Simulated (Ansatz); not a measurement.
# K₂IF (ordering on rocksalt) under strain

K₂IF as one 4-atom ordering (R-3m) on the rocksalt lattice, relaxed with r2SCAN in the plane-wave code Ansatz. The symmetry is R-3m (No. 166, trigonal); a = 4.337 Å, c = 21.918 Å in the conventional setting, 29.76 Å³ an atom. Around F lie 6 K at 2.84 Å; around I lie 6 K at 3.41 Å; around K lie 3 F at 2.84 Å and 3 I at 3.41 Å.

The axes x, y and z are those of this cell:
```xyz
4
Lattice="2.1687 1.2521 7.3061 -2.1687 1.2521 7.3061 0.0000 -2.5042 7.3061" Properties=species:S:1:pos:R:3 pbc="T T T"
F     2.1687    1.2521    7.3061
I     0.0000    0.0000   10.9592
K     0.0000    0.0000    5.9727
K     0.0000    0.0000   15.9456
```

Unstrained: PBE gives a direct gap of 3.096 eV at Γ. With r2SCAN the gap is 3.628 eV and direct, at Γ. Meshes: PBE 8×8×8, r2SCAN 8×8×8. Strains are changes of length per length. After each strain the atoms were relaxed again with r2SCAN within the symmetry that the strain leaves, so tilts or polar shifts that break it weren't tested; points keep the names that they have in the unstrained zone. All values are calculated for a non-magnetic cell, which may be hypothetical.

Changes of the least gap in eV (an overlap counts as a negative gap):
```
                            strain  volume change (%)  space group     PBE  r2SCAN  energy rise, r2SCAN (meV/atom)
biaxial +2.36 % in x and y, z held               +4.8         R-3m  +0.068  +0.083                             4.1
```

Biaxial +2.36 % in x and y, z held. r2SCAN: the gap goes from 3.628 to 3.711 eV (+0.083 eV); with r2SCAN the top three valence levels at Γ, grouped 2+1 from the top over 1455 meV, become 2+1 over 1259 meV. Stress change with r2SCAN, compression positive: xx -0.92, yy -0.92, zz -0.50 GPa.

No spin-orbit coupling is included; it can move band edges with weight on the heavy atoms by tenths of an eV.

The splittings at Γ are without spin-orbit coupling, which regroups them where it is of like size or larger.
